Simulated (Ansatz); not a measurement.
The relaxed structure here is a generated cell of Se: the first start was made by placing the elements on the sites of a structure type, and the end was not matched to a known phase here, so it may be hypothetical. Known forms of Se include space group No. 152.

One starting cell of Se (a generated trial cell of Se in the beta-Sn structure type) was relaxed twice with Ansatz (plane waves, PAW, scalar-relativistic): with r2SCAN at 500 eV and with PBE at 420 eV. The r2SCAN result:

```yaml
crystal:
  lattice:
    - [-2.86083, 2.86083, 1.36400]
    - [2.86083, -2.86083, 1.36400]
    - [2.86083, 2.86083, -1.36400]
  atoms:
    - { symbol: Se, position: [0.75000, 0.25000, 0.50000] }
    - { symbol: Se, position: [0.00000, 0.00000, 0.00000] }
```

```tsv
quantity	r2SCAN	PBE
space group	I4₁/amd	I4₁/amd
volume (Å³/atom)	22.33	(withheld)
a (Å)	5.722	(withheld)
c (Å)	2.728	(withheld)
gap (eV, no spin-orbit coupling)	0.00	(withheld)
```

### Question
Fill in the PBE column.

### Answer

- volume (Å³/atom), PBE: 22.60
- a (Å), PBE: 5.732
- c (Å), PBE: 2.752
- gap (eV, no spin-orbit coupling), PBE: 0.00

Both levels end in the same structure; PBE's volume is 1.2 % larger. Neither column is exact.

No spin polarisation in the result.

The run could not lower the symmetry of its start; a shaken copy of this end point relaxes with r2SCAN to P4/mmm (No. 123) at a tolerance of 0.01 Å, Pm-3m (No. 221) at 0.1 Å, 0.23 eV/atom lower.

Ansatz is a program for electronic structure.
